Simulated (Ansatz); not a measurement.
**Ta2Se: relaxed-ion elastic tensor**

These are results of DFT LDA, scalar-relativistic, plane waves, PAW in Ansatz 0.2.0, not measurements. Plane waves to 420 eV; Γ-centred k mesh 10×10×4; Fermi-Dirac smearing of 0.15 eV. No spin polarisation.

Equilibrium structure at this level:
```
Ta Se
1.0
     3.32991    0.00000    0.00000
     0.00000    3.32991    0.00000
     0.00000    0.00000    9.76262
Ta Se
4 2
Direct
  0.50000 0.00000 0.75724
  0.00000 0.50000 0.24276
  0.50000 0.00000 0.07663
  0.00000 0.50000 0.92337
  0.50000 0.00000 0.36533
  0.00000 0.50000 0.63467
```

In a metal, frequencies and elastic constants depend on the k mesh and the smearing, soft modes and shear constants most. Spin–orbit coupling is left out, which matters for heavy elements. A semilocal functional can close a gap that the real compound has.

Task: Give the relaxed-ion elastic constants (GPa, Voigt order xx yy zz yz xz xy, on the axes of the cell above).

Result:
C11 = 265.5, C12 = 125.0, C13 = 35.3, C22 = 265.5, C23 = 35.3, C33 = 73.1, C44 = 30.1, C55 = 30.1, C66 = 116.8 GPa; the others vanish.

Task: Is the crystal stable against homogeneous strain?

Result: Yes: the least eigenvalue of the tensor is 30.1 GPa.

Task: And the moduli of a polycrystal (Hill averages)?

Result: B = 88 GPa, G = 53 GPa, E = 133 GPa, ν = 0.25.

Cost: 1 run of about 22 core-minutes, on Oxide Virtual Turin-like Processor (Zen 5) (shared hosts).